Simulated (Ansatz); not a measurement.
BaTiO$_{3}$:
Space group P4mm (No. 99); a = b = 3.972 Å, c = 4.114 Å, α = β = γ = 90.00°

```json
[
 {"atom": "Ti", "site": "1b", "symmetry": "4mm", "x": "0.5000", "y": "0.5000", "z": "0.4524"},
 {"atom": "Ba", "site": "1a", "symmetry": "4mm", "x": "0.0000", "y": "0.0000", "z": "0.9343"},
 {"atom": "O", "site": "1b", "symmetry": "4mm", "x": "0.5000", "y": "0.5000", "z": "0.8951"},
 {"atom": "O", "site": "2c", "symmetry": "2mm.", "x": "0.0000", "y": "0.5000", "z": "0.4121"}
]
```

Relaxed with r²SCAN.

**Question.** Decompose the optical modes at the zone centre into irreducible representations, and say which are infrared and Raman allowed.

**Answer.** Point group 4mm: Γ_opt = 3A1 + B1 + 4E. Infrared: A1, E. Raman: A1, B1, E.

**Question.** Assign frequencies (DFPT, r²SCAN in the plane-wave PAW code Ansatz; without the LO–TO term).

**Answer.** E 128i, A1 167, E 176, B1 294, E 305, A1 358, E 472, A1 552 cm⁻¹.

Subscripts of B labels follow the axes of the standard setting.

Symmetry was held in the r²SCAN relaxation. At this level the phase is dynamically unstable (imaginary phonons). No spin polarisation was allowed. Scalar-relativistic: spin–orbit coupling is off unless named, which matters more the heavier the elements.

Potentials: the later of the program's two PAW sets.
